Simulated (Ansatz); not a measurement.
**ZnGeAs2: do energies and stresses tell the same story?**

Theory: DFT r2SCAN, scalar-relativistic, plane waves, PAW (Ansatz 0.2.0).

Cutoff 500 eV; k points 10×10×8 on the computed 4-atom cell (Γ-centred); Gaussian smearing, width 0.10 eV; no spin polarisation.

Relaxed cell: P-4m2, a = 3.981 Å, b = 3.981 Å, c = 5.685 Å, α = 90.00°, β = 90.00°, γ = 90.00°, 4 atoms in the primitive cell. Whether it is the stable form of this composition wasn't checked.

Energies at zero smearing and pressures from the stress tensor, at volumes with shape and atoms relaxed:
```json
{"V (Å³/atom)": "21.169", "E − E(first) (meV/atom)": "0.00", "P (GPa)": "4.95"}
{"V (Å³/atom)": "21.844", "E − E(first) (meV/atom)": "-15.06", "P (GPa)": "2.27"}
{"V (Å³/atom)": "22.520", "E − E(first) (meV/atom)": "-19.71", "P (GPa)": "0.00"}
{"V (Å³/atom)": "23.196", "E − E(first) (meV/atom)": "-15.51", "P (GPa)": "-1.93"}
{"V (Å³/atom)": "23.871", "E − E(first) (meV/atom)": "-3.82", "P (GPa)": "-3.56"}
```

Problem. Check P = −dE/dV between neighbouring volumes, and get the bulk modulus from the pressures alone.

Solution. With 1 eV/Å³ = 160.2 GPa:
| middle V (Å³/atom) | −ΔE/ΔV (GPa) | mean P (GPa) |
| --- | --- | --- |
| 21.507 | 3.572 | 3.610 |
| 22.182 | 1.102 | 1.131 |
| 22.858 | -0.996 | -0.967 |
| 23.533 | -2.771 | -2.744 |

The two differ by 0.04 GPa at most. The mean of two end pressures misses the average over a step by about ΔV² P″/12, up to 0.04 GPa here; with that taken off 0.00 GPa remains. Around V = 22.520 Å³/atom, the two neighbours give B = −V ΔP/ΔV = 22.520 × 4.20 / 1.351 = 69.9 GPa, against B0 = 69.7 GPa from the Birch–Murnaghan fit of the energies.

Cost: 6 runs of about 13 core-minutes in all, on Intel Xeon 6975P-C (Granite Rapids) (shared hosts).